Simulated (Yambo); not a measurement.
Yambo input for CO2 (space group P4_12_12, No. 92) (a = 5.0693 Å, b = 5.0693 Å, c = 7.2320 Å, α = 90.00°, β = 90.00°, γ = 90.00°), on PBEsol (Quantum ESPRESSO, PseudoDojo norm-conserving, 84 Ry, no spin-orbit coupling) wavefunctions on a 4×4×2 mesh:

```
optics
chi
dipoles
kernel
FFTGvecs= 40 Ry
Chimod= "HARTREE"
NGsBlkXd= 3 Ry
% QpntsRXd
 1 | 1 |
%
% BndsRnXd
 1 | 141 |
%
GrFnTpXd= "R"
% EnRngeXd
 0.0 | 20.0 | eV
%
% DmRngeXd
 0.2 | 0.2 | eV
%
CGrdSpXd= 50
ETStpsXd= 161
% LongDrXd
 0.0 | 0.0 | 1.0 |
%
```

First lines of the file o-*.eps_q1_inv_rpa_dyson:

```
Absorption @ Q(1):   0.00000000     0.00000000     1.00000000    [q->0 direction]
#
# [ X ] Hartree size     :  125
# [GEN] GF Energies     : Perdew, Burke & Ernzerhof SOL(X)+Perdew, Burke & Ernzerhof SOL(C)
# [GEN] Green`s Function     : Retarded
#
# [GEN] Gauge     : Length
# [GEN] [r,Vnl] included     : yes
#
#    E[1] [eV]     Im(eps)     Re(eps)     Im(eps_o)     Re(eps_o)
#
     0.000000     0.32254E-20     1.614543     -0.48847E-18     1.772628
     0.125000     0.125849E-3     1.614583     0.177892E-3     1.772684
     0.250000     0.251855E-3     1.614700     0.356006E-3     1.772850
     0.375000     0.378175E-3     1.614897     0.534564E-3     1.773128
     0.500000     0.504966E-3     1.615173     0.713791E-3     1.773518
     0.625000     0.632391E-3     1.615528     0.893915E-3     1.774020
     0.750000     0.760612E-3     1.615963     0.001075     1.774634
     0.875000     0.889796E-3     1.616478     0.001258     1.775363
     1.000000     0.001020     1.617074     0.001442     1.776205
     1.125000     0.001152     1.617752     0.001628     1.777164
     1.250000     0.001285     1.618512     0.001816     1.778239
     1.375000     0.001420     1.619356     0.002007     1.779432
     1.500000     0.001556     1.620285     0.002200     1.780745
     1.625000     0.001695     1.621300     0.002396     1.782179
     1.750000     0.001836     1.622402     0.002595     1.783737
     1.875000     0.001980     1.623593     0.002798     1.785421
     2.000000     0.002126     1.624874     0.003005     1.787232
     2.125000     0.002276     1.626248     0.003216     1.789173
     2.250000     0.002428     1.627716     0.003432     1.791248
     2.375000     0.002585     1.629281     0.003653     1.793459
     2.500000     0.002745     1.630944     0.003879     1.795809
     2.625000     0.002909     1.632708     0.004111     1.798302
     2.750000     0.003078     1.634576     0.004349     1.800942
     2.875000     0.003253     1.636552     0.004595     1.803733
     3.000000     0.003432     1.638637     0.004847     1.806679
     3.125000     0.003618     1.640837     0.005108     1.809785
     3.250000     0.003810     1.643154     0.005378     1.813057
     3.375000     0.004009     1.645593     0.005657     1.816499
     3.500000     0.004215     1.648158     0.005947     1.820119
     3.625000     0.004430     1.650854     0.006248     1.823923
     3.750000     0.004654     1.653688     0.006561     1.827919
     3.875000     0.004888     1.656664     0.006888     1.832113
     4.000000     0.005133     1.659788     0.007229     1.836515
```
(The file goes on to the top of the energy range.) Convergence of the RPA response with its 4×4×2 mesh was not tested.

Geometry of the Materials Project entry, not relaxed at this level.

The structure is a Materials Project entry; no match was found in the copy of COD used, and its stability was not checked.

The distance between layers or molecules is the database entry's, not relaxed here. Functionals without dispersion can leave it too large, which widens gaps and weakens the response across layers: the numbers belong to this cell.
